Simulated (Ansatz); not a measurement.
# AsAu: frozen-core PAW against all-electron methods

```xyz
2
Lattice="0.0000 2.9203 2.9203 2.9203 0.0000 2.9203 2.9203 2.9203 0.0000" Properties=species:S:1:pos:R:3 pbc="T T T"
Au    0.0000    0.0000    0.0000
As    1.4601    1.4601    1.4601
```

Atoms are numbered in the order listed.

The structure comes from a relaxation in the same program, started in the zincblende type, and has space group F-43m. Whether it is a known phase or the ground state wasn't checked.

Spin–orbit coupling is left out, though it moves levels of the heavy atoms by tenths of an eV or more.

Levels of theory: DFT, PBE, PAW with Ansatz's default frozen-core files, scalar-relativistic (Ansatz 0.2.0); DFT, PBE, all-electron PAW with datasets made for the crystal, scalar-relativistic (Ansatz 0.2.0); DFT, PBE, all-electron LAPW, scalar-relativistic (Ansatz 0.2.0).

For PAW: a Γ-centred 11×11×11 k mesh, Fermi–Dirac smearing of 0.08 eV, cutoff 420 eV, no spin polarisation. The crystal-made all-electron datasets (AE datasets) take a cutoff of 240 eV at this cell. LAPW targets a basis error of 0.25 meV/atom. The Ansatz runs share mesh, smearing and spin set-up. Plane-wave (PAW) pressures include the program's estimate of the Pulay term.

Stress and pressure are positive in compression.

Levels count from the Fermi level.

| quantity | PAW | AE datasets | LAPW |
| --- | --- | --- | --- |
| pressure (GPa) | -0.03 | -0.01 | -0.01 |
| highest filled level at X (eV) | -1.050 | -1.050 | -1.050 |
| lowest empty level at X (eV) | 4.223 | 4.224 | 4.224 |
| highest filled level at Γ (eV) | -4.226 | -4.226 | -4.226 |
| lowest empty level at Γ (eV) | 1.597 | 1.597 | 1.597 |
| highest filled level at W (eV) | -0.873 | -0.872 | -0.872 |
| lowest empty level at W (eV) | 6.193 | 6.192 | 6.192 |
